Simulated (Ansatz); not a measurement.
**Equation of state of Y2H2C**

A database entry relaxed whole under r2SCAN (P-3m1):

```yaml
crystal:
  lattice:
    - [3.66566, 0.00000, 0.00000]
    - [-1.83283, 3.17455, 0.00000]
    - [0.00000, 0.00000, 6.00379]
  atoms:
    - { symbol: Y, position: [0.33333, 0.66667, 0.22462] }
    - { symbol: Y, position: [0.66667, 0.33333, 0.77538] }
    - { symbol: H, position: [0.33333, 0.66667, 0.61034] }
    - { symbol: H, position: [0.66667, 0.33333, 0.38966] }
    - { symbol: C, position: [0.00000, 0.00000, 0.00000] }
```

The cell was scaled uniformly, its shape held, and the atoms relaxed at each volume with plane-wave PAW DFT (Ansatz 0.2.0; r2SCAN, 500 eV, 11×11×6 Γ-centred mesh, fermi-dirac occupations of width 0.100 eV; no spin, no spin-orbit coupling). One row is withheld.

| volume (Å³/atom) | energy over the lowest (meV/atom) | pressure (GPa) |
| --- | --- | --- |
| 13.135 | 17.3 | 6.90 |
| 13.414 | 7.4 | 4.35 |
| 13.694 | 1.8 | 2.06 |
| 13.973 | 0.0 | -0.04 |
| 14.252 | 1.7 | -1.93 |
| 14.532 | ? | ? |
| 14.811 | 14.2 | -5.20 |

Fit the pressures of the other rows to the third-order Birch-Murnaghan form.

With f = [(V₀/V)^(2/3) − 1]/2 and P = 3B₀f(1 + 2f)^(5/2)[1 + 3(B₀′ − 4)f/2], least squares gives V₀ = 13.97 Å³ an atom, B₀ = 99.5 GPa and B₀′ = 3.9; the rows miss the fit by less than 0.01 GPa. The slope of the energies differs from these pressures by less than 0.05 GPa.

What does the withheld row hold?

The fit gives -3.65 GPa at 14.532 Å³; the run gave -3.64 GPa and 6.5 meV an atom.

Caveats: the shape of the cell was held, so B₀ is an upper bound where the axes differ in stiffness; 0 K, fixed nuclei; the symmetry was kept, and this need not be the phase that is stable at 0 K; one mesh for all volumes; pressure is positive in compression.
